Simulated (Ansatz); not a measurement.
Data:

GaO₂:
```xyz
12
Lattice="0.0000 3.7155 4.5734 3.5324 0.0000 4.5734 3.5324 3.7155 0.0000" Properties=species:S:1:pos:R:3 pbc="T T T"
Ga     1.7662     0.3089     2.2867
Ga     1.7662     3.4066     2.2867
Ga     3.5324     1.5489     4.5734
Ga     3.5324     5.8822     4.5734
O      1.7662     1.8578     3.5543
O      1.7662     1.8578     1.0191
O      3.5324     3.7155     7.8792
O      3.5324     3.7155     1.2676
O      4.4154     2.7866     3.4300
O      2.6493     4.6444     3.4300
O      4.4154     4.6444     5.7167
O      2.6493     2.7866     5.7167
```
The run is spin-polarised.

This is the r²SCAN-relaxed structure.

**Question.** All from r²SCAN (plane waves, PAW; program Ansatz), unless another level is named. Estimate the Bader charges.

**Answer.** Ga +2.03, O -1.23 to -0.81 e.

**Question.** Predict the net moment.

**Answer.** 0.33 μB per atom.

Space group Fddd. The first step of the workflow began from a Materials Project structure, measured or hypothetical; the Crystallography Open Database copy checked does not list it. Whether it is the stable phase at ambient conditions was not checked. Symmetry was held in the r²SCAN relaxation; whether a distortion lowers the energy is not shown. The final state is ferromagnetic, chosen from 2 collinear starts compared on coarse meshes (ties went to the first, and starts can fall back to one state), not a proven ground state. Other orbital occupations within this spin state were not tried. No Hubbard U is applied.

Potentials: the later of the program's two PAW sets.
